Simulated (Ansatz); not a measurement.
EuBi, relaxed from a PbO-type start to space group P4/mmm (read at 0.02 Å)

Computed with Ansatz (plane waves, PAW, 420 eV cutoff): PBE, scalar-relativistic, collinear spin, 6×6×8 k-mesh, Gaussian smearing of 0.05 eV; PAW files: Ansatz's generated set soft_2.

```yaml
crystal:
  lattice:
    - [5.42363, 0.00000, 0.00000]
    - [0.00000, 5.42363, 0.00000]
    - [0.00000, 0.00000, 4.45012]
  atoms:
    - { symbol: Eu, position: [0.50000, 0.00000, 0.49996] }
    - { symbol: Eu, position: [0.00000, 0.50000, 0.50004] }
    - { symbol: Bi, position: [0.00000, 0.00000, 0.00000] }
    - { symbol: Bi, position: [0.50000, 0.50000, 0.00000] }
```

The structure was built from a prototype; whether the compound forms in it isn't claimed.

The geometry is fixed. Moments are started on Eu in several ways. Signs follow the order of those atoms. q is the propagation vector of an order in a doubled cell, in units of this cell's reciprocal vectors; doubled cells take an equivalent mesh or are counted from a ferromagnetic run in the same cell, unless said otherwise. Energies count from the first row, the state in which the cell was relaxed.

The starts:
- ferromagnetic
- no spin polarisation
- antiferromagnetic in the cell, signs +-
- antiparallel, q = (0, 0, 1/2), signs ++--

**Question.** Which start ends lowest?

**Answer.** Lowest: antiparallel, q = (0, 0, 1/2), signs ++--, though «ferromagnetic» lies within 0.8 meV/atom, too near to part.

```
                                    start  largest typed moment (μB)  ΔE (meV/atom)  gap on the mesh (eV)  P (GPa)  final spin moments (μB)
                            ferromagnetic                      7.57*            0.0                 metal      0.0        Eu 6.88; Bi -0.05
                     no spin polarisation                       0.00         3613.2                 metal     -2.8                     none
  antiferromagnetic in the cell, signs +-                      6.00*           14.1                 metal      0.2           Eu 6.84, -6.84
antiparallel, q = (0, 0, 1/2), signs ++--                      6.00*           -0.8                 metal      0.1           Eu 6.90, -6.90
```

A star marks runs that didn't start from the typed moments alone: the program put its own moment for the open shell in their place.

1 further start is left out (unconverged or without a whole record).

The program noted a lower state or an instability beside: antiferromagnetic in the cell, signs +-. The lower rows of the table may be what it saw.

The row without spin polarisation prices the pairing of the open shell's electrons, not a magnetic ordering energy.

Only orders that fit these small cells were tried, so the real crystal's order may be another.

Without a U the 4f levels of Eu lie too near the Fermi level, so their share of the states there, and what hangs on it, is overstated. Spin–orbit coupling is left out. Site moments are of spin, integrated over atomic spheres.

The state of the open shells isn't shown to be the lowest.
